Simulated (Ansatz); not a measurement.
KI:
```yaml
crystal:
  lattice:
    - [0.00000, 3.59116, 3.59116]
    - [3.59116, 0.00000, 3.59116]
    - [3.59116, 3.59116, 0.00000]
  atoms:
    - { symbol: K, position: [0.00000, 0.00000, 0.00000] }
    - { symbol: I, position: [0.50000, 0.50000, 0.50000] }
```

The program Ansatz at the PBE level (PAW) gives a gap of 3.86 eV without spin–orbit coupling, maximum at Γ, minimum at Γ.

Q: What happens when spin–orbit coupling is switched on?

A: The gap falls by 0.32 eV, to 3.54 eV; maximum at Γ, minimum at Γ.

Q: How large is the spin–orbit splitting of the valence top at Γ?

A: The fourfold level lies 1.01 eV above the split-off pair.

Q: Give the electron effective mass with spin–orbit coupling.

A: 0.34 mₑ (isotropic).

Q: Give the hole effective mass with spin–orbit coupling, band 1 of 2 at the edge.

A: 2.5 along [100], 2.5 along [110], 2.5 along [111] (mₑ).

Q: Give the hole effective mass with spin–orbit coupling, band 2 of 2 at the edge.

A: 0.62 along [100], 0.62 along [110], 0.62 along [111] (mₑ).

Space group Fm-3m (rock salt). Symmetry was held in the PBE relaxation; phonons on a q-mesh show no instability.

Potentials: the later of the program's two PAW sets.
